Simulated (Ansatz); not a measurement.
Ga7Pt3 in space group Im-3m (No. 229; Ga on 12d, Ga on 16f, Pt on 12e), DFT-r²SCAN in the program Ansatz with PAW potentials, all energies at zero smearing, with the estimated change up to a 700 eV cutoff added, with one set of potentials and settings (totals compare only within such a set). Cell of 20 atoms (14 Ga, 6 Pt): -128295.698 eV.

```json
[
 {"element": "Ga", "reference phase": "Cmce, 4 atoms in the cell", "E (eV/atom)": "-3790.2689"},
 {"element": "Pt", "reference phase": "Fm-3m, 1 atoms in the cell", "E (eV/atom)": "-12536.7848"}
]
```

Formation energy per atom, worked out: (-128295.698 − 14×(-3790.2689) − 6×(-12536.7848))/20 = -0.561 eV/atom (-54 kJ per mol of atoms), at 0 K, without zero-point energy or fitted corrections.

The first step of the workflow began from a Materials Project structure, measured or hypothetical; the Crystallography Open Database copy checked does not list it. Whether it is the stable phase at ambient conditions was not checked. Symmetry was held in the r²SCAN relaxation; its stability against distortions is not shown here. No spin polarisation was allowed. The references are the lowest solids computed at this level, not always the standard phases. Scalar-relativistic: spin–orbit coupling is off unless named, which matters more the heavier the elements.

Potentials: the later of the program's two PAW sets.
